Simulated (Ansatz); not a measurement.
CsSnBr3:
Space group Pm-3m (No. 221); a = b = c = 5.8869 Å, α = β = γ = 90.00°

| atom | site | symmetry | x | y | z |
|---|---|---|---|---|---|
| Cs | 1a | m-3m | 0.0000 | 0.0000 | 0.0000 |
| Sn | 1b | m-3m | 0.5000 | 0.5000 | 0.5000 |
| Br | 3c | 4/mm.m | 0.0000 | 0.5000 | 0.5000 |

Relaxed with PBE. The program Ansatz at the PBE level (PAW) gives a gap of 0.63 eV.

**Question.** What gap does HSE06 give on the same cell (Ansatz, PAW)?

**Answer.** 1.02 eV, 0.39 eV more. The hybrid was solved on a coarser mesh and at special points; its gap is the smallest among all of these.

```
k  v1 PBE  c1 PBE    v1 HSE06    c1 HSE06
-  ------  ------  ----------  ----------
Γ   -2.69    2.38  (withheld)  (withheld)
R    0.00    0.63        0.00        1.02
M   -0.92    1.14  (withheld)  (withheld)
X   -1.89    1.57  (withheld)  (withheld)
```

**Question.** Top valence (v1) and lowest conduction level (c1) in eV from each method's valence maximum (which need not be a listed point): supply the withheld HSE06 values.

**Answer.** 
- X, v1 HSE06: -2.20
- X, c1 HSE06: 2.01
- M, v1 HSE06: -1.07
- M, c1 HSE06: 1.54
- Γ, v1 HSE06: -3.35
- Γ, c1 HSE06: 2.87

Cost on shared cores: the PBE run (SCF on a 5×5×5 mesh, then bands and DOS) very roughly 40 core-seconds, the HSE06 run (SCF on 3×3×3, then a few points) very roughly 2.5 core-minutes; the tasks are unlike.

Symmetry was held in the PBE relaxation; of distortions, only those at the zone centre were tested. Scalar-relativistic: spin–orbit coupling is off unless named, which matters more the heavier the elements.

Potentials: the later of the program's two PAW sets.
